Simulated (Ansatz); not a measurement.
SiGe:
```cif
data_Ge16Si16
_chemical_formula_sum 'Si16 Ge16'
_space_group_name_H-M_alt 'Cm'
_space_group_IT_number 8
_space_group_name_Hall 'C -2y'
_cell_length_a 13.58917
_cell_length_b 7.84706
_cell_length_c 7.84656
_cell_angle_alpha 90.000
_cell_angle_beta 125.251
_cell_angle_gamma 90.000
loop_
_space_group_symop_operation_xyz
  'x, y, z'
  'x, -y, z'
  'x+1/2, y+1/2, z'
  'x+1/2, -y+1/2, z'
loop_
_atom_site_label
_atom_site_type_symbol
_atom_site_symmetry_multiplicity
_atom_site_Wyckoff_symbol
_atom_site_fract_x
_atom_site_fract_y
_atom_site_fract_z
_atom_site_occupancy
Si1 Si 2 a 0.49865 0.50000 0.99618 1
Ge1 Ge 4 b 0.12501 0.24704 0.12794 1
Ge2 Ge 2 a 0.49857 0.00000 0.00124 1
Ge3 Ge 4 b 0.24999 0.24727 0.99705 1
Ge4 Ge 2 a 0.37789 0.50000 0.12789 1
Si2 Si 2 a 0.37498 0.00000 0.12509 1
Si3 Si 4 b 0.24997 0.25244 0.50270 1
Si4 Si 2 a 0.37499 0.50000 0.62512 1
Ge5 Ge 2 a 0.37207 0.00000 0.62202 1
Si5 Si 2 a 0.00143 0.00000 0.50383 1
Si6 Si 4 b 0.12501 0.24731 0.62228 1
Ge6 Ge 2 a 0.00146 0.50000 0.49868 1
```
(The calculation used a cell of 16 atoms; values per cell refer to that cell.)

Relaxed with r²SCAN.

Tabulate the valence density and the electron localisation function along the shortest Si–Si contact (2.37 Å), r²SCAN in the plane-wave PAW code Ansatz.



```tsv
distance from Si (Å)	density (e/Å³)	ELF
0.24	0.16	0.43
0.36	0.22	0.41
0.47	0.31	0.53
0.59	0.42	0.72
0.71	0.51	0.86
0.83	0.56	0.92
0.95	0.58	0.95
1.07	0.58	0.95
1.18	0.58	0.96
1.30	0.58	0.95
1.42	0.58	0.95
1.54	0.56	0.92
1.66	0.51	0.86
1.78	0.42	0.72
1.89	0.31	0.53
2.01	0.22	0.41
2.13	0.16	0.43
```

The density is the valence pseudo-density with augmentation charge, so density and ELF within about 1 Å of a nucleus are not all-electron values.

The start of the workflow was typed in or built on a structure type; neither database checked (COD, Materials Project) lists it. Its standing as an ambient phase is unchecked. The r²SCAN relaxation kept the symmetry of its start; whether a distortion lowers the energy is not shown.

Potentials: the earlier of the program's two PAW sets. The files were generated under PBE; for other functionals the program regenerates the frozen cores, and for LDA and PBEsol the local potential too.
